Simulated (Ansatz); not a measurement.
Method: DFT PBE, scalar-relativistic, plane waves, PAW (Ansatz 0.2.0). Settings: cutoff 420 eV, Γ-centred meshes spaced at most about 0.3 Å⁻¹, and about 0.25 Å⁻¹ or finer for metals (2π included), Gaussian smearing. No spin polarisation in the final relaxations.

Each of these unrelaxed guesses is relaxed in cell and atoms within its symmetry. A guess keeps its type if space group and coordination stay and the shape of the cell changes little (axis ratios within about 15 %, angles within 6°); the volume may change.

1. Si5Ge

```
CELL_PARAMETERS angstrom
0.00000 3.64039 3.64039
3.64039 0.00000 3.64039
3.64039 3.64039 0.00000
ATOMIC_POSITIONS crystal
Si 0.25000 0.25000 0.25000
Si 0.62426 0.12721 0.62426
Si 0.62426 0.62426 0.12721
Si 0.62426 0.62426 0.62426
Si 0.12721 0.62426 0.62426
Ge 0.00000 0.00000 0.00000
```

2. Li3Si2N

```
CELL_PARAMETERS angstrom
2.18959 -3.34929 0.00000
2.18959 3.34929 0.00000
0.00000 0.00000 6.22323
ATOMIC_POSITIONS crystal
Li 0.00000 0.00000 0.26992
Li 0.00000 0.00000 0.73008
Li 0.50000 0.50000 0.50000
Si 0.87385 0.12615 0.00000
Si 0.12615 0.87385 0.00000
N 0.50000 0.50000 0.00000
```

Question: Which guesses survive the relaxation?

Answer: Guess 1 keeps its type.

| guess | kept | start group | end group | V start (Å³/atom) | V end | b/a and c/a, end over start | nearest neighbours start | nearest neighbours end |
| --- | --- | --- | --- | --- | --- | --- | --- | --- |
| 1 | yes | F-43m | F-43m | 16.1 | 15.9 | 1.00, 1.00 | Ge 16, Si 6/16 | Ge 16, Si 6/16 |
| 2 | no | Cmmm | Cmmm | 15.2 | 16.2 | 1.16, 0.78 | Li 2/4, N 6, Si 3 | Li 3/6, N 2, Si 1 |

Neighbours count within 15 % of an atom's shortest distance; end groups are read at 0.02 Å (0.05 Å in metals).

Cells relaxed within their symmetry can be saddle points.

In counts of neighbours, a slash parts the counts of unlike sites.
